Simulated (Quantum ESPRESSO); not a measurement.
# Planted mistakes on one cell of Si2BPC4

These are calculations, not measurements. They come from pw.x of Quantum ESPRESSO 7.5, a plane-wave density functional program, with PseudoDojo standard norm-conserving files (v0.5 for PBE, v0.4.1 for LDA and PBEsol). The cells are made up: elements, strain and atom displacements were drawn at random, and nothing was relaxed. There is no spin polarisation, spin-orbit coupling or dispersion term.

The cell has 8 sites of a zincblende or diamond lattice. Sites 1 to 4 hold Si B P Si; sites 5 to 8 hold C C C C. Cell vectors in Å: (4.418, 0.000, 0.000); (0.000, 4.418, 0.000); (0.000, 0.000, 4.418). Settings: PBE, cutoff 1116 eV, 4 x 4 x 4 k mesh shifted by half a step, Fermi-Dirac smearing of 0.025 eV.

The intended run has a self-consistency threshold of 1e-07 eV, a smearing term of 0.000 eV, a pressure of -23.41 GPa and 12 iterations. Each further run changes one thing: all lengths scaled by 1.0065; atoms of sites 2 and 8 exchanged; cutoff 615 eV; files of PBEsol; k mesh 1 x 1 x 1; one electron added; smearing 0.34 eV; threshold 0.3 eV. A coarse mesh keeps the shift, and a charged cell sits in a uniform background.

| run | change of free energy (eV) | smearing term -TS (eV) | change of P (GPa) | largest change of a force component (eV/Å) | iterations |
| --- | --- | --- | --- | --- | --- |
| A | 0.260 | 0.000 | -2.44 | 0.109 | 12 |
| B | 0.208 | 0.000 | -4.29 | 0.245 | 3 |
| C | 1.976 | 0.000 | -3.19 | 0.046 | 11 |
| D | 10.612 | -0.008 | 24.27 | 0.294 | 12 |
| E | -0.016 | -0.082 | 0.06 | 0.023 | 10 |
| F | 9.138 | 0.000 | 4.86 | 0.894 | 12 |
| G | 1.271 | 0.000 | -7.75 | 0.031 | 11 |
| H | 2.815 | 0.000 | 7.17 | 0.875 | 12 |

A rerun of the intended cell at 1347 eV and k mesh 6 x 6 x 6 moved values by no more than 0.006 eV in the cell's energy, 0.07 GPa in stress and 0.002 eV/Å in force.

Question: which change belongs to which run?

## Worked reading

Run B has the fewest iterations, as a run stopped early does. Run E has the largest smearing term, as wide smearing gives. Run G has a higher energy and the largest fall in pressure, as too small a basis gives. Run A changes the volume by a factor of 1.0196; minus its pressure change over the logarithm of that factor, 126 GPa, is a rough bulk modulus with clamped atoms. Energies from files of another functional, or of a charged cell, have another zero and say nothing on stability; the pressure of a charged cell rests on the program's zero of potential too.

## Key

```
run,change
A,all lengths scaled by 1.0065
B,threshold 0.3 eV
C,files of PBEsol
D,one electron added
E,smearing 0.34 eV
F,k mesh 1 x 1 x 1
G,cutoff 615 eV
H,atoms of sites 2 and 8 exchanged
```